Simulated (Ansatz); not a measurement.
# In₂GeS₂: rattling a relaxed structure

The structure comes from a generated guess, relaxed at this level; another structure or a mixture of phases may lie lower.

These are results of DFT PBE, scalar-relativistic, plane waves, PAW in Ansatz, not measurements. Cutoff 420 eV; k points 12×12×6 on the computed 5-atom cell (Γ-centred); Gaussian smearing, width 0.10 eV; no spin polarisation.

The cell below (5 atoms, space group P-6m2 (No. 187)) is relaxed within its symmetry.

```
CELL_PARAMETERS angstrom
4.29518 0.00000 0.00000
-2.14759 3.71973 0.00000
0.00000 0.00000 8.48497
ATOMIC_POSITIONS crystal
In 0.66667 0.33333 0.19873
In 0.66667 0.33333 0.80127
Ge 0.00000 0.00000 0.50000
S 0.00000 0.00000 0.00000
S 0.33333 0.66667 0.50000
```

For the test a repeat of it with 10 atoms (edges 4.30, 4.30, 16.97 Å) was strained at random (σ = 1.5 % a component), the atoms were moved at random (σ = 0.15 Å), and all was relaxed again on a coarse 6×6×2 mesh (in the run’s order of axes) with 0.20 eV smearing, with no symmetry imposed.

Question: Does it come back?

Answer: It doesn't return. The energy falls by 207 meV/atom on that mesh, the volume changes by -6.8 %, and the end has space group P3m1 (No. 156) at a loose tolerance. Relaxed again on a 12×12×4 mesh with 0.10 eV smearing, the new structure lies 207 meV/atom below the first (mesh in the axes of the run's cell; the cell below is made exact in the group named). Space group P3m1 (No. 156), trigonal, a = 3.829 Å, c = 10.042 Å. In on its first site is surrounded by 3 S at 3.02 Å, 3 S at 3.49 Å and 7 In at 3.68–3.83 Å; around In on its second site lie 3 S at 2.74 Å, 3 Ge at 3.28 Å and 7 In at 3.68–3.83 Å; Ge has 3 S at 2.53 Å; S on its first site has 3 In at 2.74 Å and 3 In at 3.02 Å; 1 more site not described.

```cif
data_structure
_symmetry_space_group_name_H-M 'P3m1'
_symmetry_Int_Tables_number 156
_cell_length_a 3.8286
_cell_length_b 3.8286
_cell_length_c 10.0425
_cell_angle_alpha 90.000
_cell_angle_beta 90.000
_cell_angle_gamma 120.000
_cell_volume 127.48
loop_
_atom_site_label
_atom_site_type_symbol
_atom_site_symmetry_multiplicity
_atom_site_Wyckoff_symbol
_atom_site_fract_x
_atom_site_fract_y
_atom_site_fract_z
_atom_site_occupancy
In1 In 1 c 0.66667 0.33333 0.81799 1
In2 In 1 c 0.66667 0.33333 0.18446 1
Ge1 Ge 1 a 0.00000 0.00000 0.42612 1
S1 S 1 a 0.00000 0.00000 0.02263 1
S2 S 1 b 0.33333 0.66667 0.54879 1
```
